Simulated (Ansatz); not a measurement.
NaCl (rock salt)

```yaml
crystal:
  lattice:
    - [0.00000, 5.69553, 5.69553]
    - [2.84776, 0.00000, 2.84776]
    - [2.84776, 2.84776, 0.00000]
  atoms:
    - { symbol: Cl, position: [0.00000, 0.00000, 0.00000] }
    - { symbol: Cl, position: [0.50000, 0.00000, 0.00000] }
    - { symbol: Na, position: [0.25000, 0.50000, 0.50000] }
    - { symbol: Na, position: [0.75000, 0.50000, 0.50000] }
```

The atoms are displaced by Q × the pattern below (from a DFPT mode at L = (0.5, 0.0, 0.0), largest move 1; Q in Å), at fixed cell. It is one choice among 2 degenerate patterns. (q is in reciprocal vectors of the primitive cell; the cell shown is doubled to hold the pattern.)

```csv
atom,x,y,z
Na3,0.285,-0.520,0.805
Na4,-0.285,0.520,-0.805
```

Atoms not listed stay in place.

Computed with PBE (plane waves to 420 eV, PAW, scalar-relativistic; Ansatz, an electronic-structure program). k mesh 5×10×10 (Γ-centred), Fermi-Dirac smearing 0.05 eV. NaCl was relaxed with its symmetry unable to fall.

At one point of the scan the forces (eV/Å) are:

```
atom      Fx      Fy      Fz
----  ------  ------  ------
Cl1    0.000   0.000   0.000
Cl2    0.000   0.000   0.000
Na3    0.023  -0.042   0.065
Na4   -0.023   0.042  -0.065
```

Problem. Which point is it?
(A) Q = -0.120 Å
(B) Q = -0.180 Å
(C) Q = -0.060 Å

Solution. C, Q = -0.060 Å

(For displaced atoms, the force is minus the slope of the energy, and its curvature is a force constant, which sets phonon frequencies.)
